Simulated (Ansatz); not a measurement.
CuCl:
```yaml
crystal:
  lattice:
    - [0.00000, 2.72446, 2.72446]
    - [2.72446, 0.00000, 2.72446]
    - [2.72446, 2.72446, 0.00000]
  atoms:
    - { symbol: Cu, position: [0.00000, 0.00000, 0.00000] }
    - { symbol: Cl, position: [0.75000, 0.75000, 0.75000] }
```

Relaxed with HSE06.

**Question.** Give the Bader charges and basin volumes of the independent atoms, the program Ansatz at the HSE06 level (PAW).

**Answer.** 

```tsv
atom	Bader charge (e)	Bader volume (Å³)
Cu1	+0.63	15.0
Cl2	-0.63	25.4
```

Space group F-43m (zinc blende). The HSE06 relaxation kept the symmetry of its start. No spin polarisation was allowed.

Potentials: the earlier of the program's two PAW sets. The files were generated under PBE; for other functionals the program regenerates the frozen cores, and for LDA and PBEsol the local potential too.
